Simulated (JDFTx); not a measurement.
K(211) slab cut from bulk K (space group Im-3m, indices of the conventional cell, lattice of the Materials Project entry mp-58, not re-optimised): 4 atoms in 4 planes, a 1x1 cell of 35.65 Å² (|a| = 4.672, |b| = 7.630 Å), 6.6 Å between the outermost planes, cell height 22.6 Å, 6×4×1 k mesh, Fermi smearing 0.01 Ha, no spin polarisation.

Computed with JDFTx (a modified build): PBE, GBRV ultrasoft potentials, plane waves to 20/100 Ha. Vacuum. The outer atoms relax from bulk positions, keeping the cell's symmetry; the lattice is not PBE's own optimum in this code, and that strain can shift the moves by a few hundredths of an ångström. Input:

```
lattice \
  8.8293881213 0.0000000000 0.0000000000 \
  0.0000000000 14.4183304058 0.0000000000 \
  0.0000000000 0.0000000000 42.7078104165
coords-type Lattice
ion K 0.4166666670 0.5000000000 -0.1461868480 1
ion K 0.7500000000 0.0000000000 -0.0487289490 0
ion K 0.0833333330 0.5000000000 0.0487289490 0
ion K 0.4166666670 0.0000000000 0.1461868480 1
ion-species pseudo/k_pbe_v1.4.upf
elec-cutoff 20 100
elec-ex-corr gga-PBE
coulomb-interaction Slab 001
coulomb-truncation-embed 0 0 0
kpoint-folding 6 4 1
elec-smearing Fermi 0.01
lcao-params 10
elec-n-bands 28
electronic-scf nIterations 100 energyDiffThreshold 1e-07
ionic-minimize nIterations 10 energyDiffThreshold 1e-5 knormThreshold 4e-4
dump-name vac.$VAR
dump End State Ecomponents EigStats BandEigs Forces ElecDensity IonicPositions Fillings Kpoints Dtot
```

Problem. How far do the free atoms of the upper face move along the normal, and how much energy is released?

Solution. K (atom 4) -0.11 Å (positive: outward). The free energy falls by 0.012 eV per cell, 3 mJ/m².
